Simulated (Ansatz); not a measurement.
## SrIr₂: do energies and stresses tell the same story?

Method: DFT r2SCAN, scalar-relativistic, plane waves, PAW (Ansatz 0.2.0).

Cutoff 500 eV; k points 8×8×8 on the computed 6-atom cell (Γ-centred); Gaussian smearing, width 0.10 eV; no spin polarisation.

Relaxed cell: Fd-3m, a = 7.697 Å, b = 7.697 Å, c = 7.697 Å, α = 90.00°, β = 90.00°, γ = 90.00°, 6 atoms in the primitive cell. Whether it is the stable form of this composition wasn't checked.

Energies at zero smearing and pressures from the stress tensor, at volumes with shape and atoms relaxed:
```csv
V (Å³/atom),E − E(first) (meV/atom),P (GPa)
17.858,0.00,11.57
18.428,-29.55,5.29
18.998,-38.58,0.00
19.568,-30.35,-4.45
20.138,-7.59,-8.18
```

Problem. Check P = −dE/dV between neighbouring volumes, and get the bulk modulus from the pressures alone.

Solution. With 1 eV/Å³ = 160.2 GPa:
```csv
middle V (Å³/atom),−ΔE/ΔV (GPa),mean P (GPa)
18.143,8.308,8.427
18.713,2.539,2.642
19.283,-2.316,-2.225
19.853,-6.397,-6.317
```

The two differ by 0.12 GPa at most. The mean of two end pressures misses the average over a step by about ΔV² P″/12, up to 0.09 GPa here; with that taken off 0.03 GPa remains. The stress is the derivative of the free energy, not of the energy at zero smearing, and with free energies 0.00 GPa remains. Around V = 18.998 Å³/atom, the two neighbours give B = −V ΔP/ΔV = 18.998 × 9.73 / 1.140 = 162.2 GPa, against B0 = 161.5 GPa from the Birch–Murnaghan fit of the energies.

Spin–orbit coupling is left out, which can shift energies with elements as heavy as these.

Cost: 6 runs of about 3.9 core-minutes in all, on Intel Xeon Platinum 8488C (Sapphire Rapids) (shared hosts).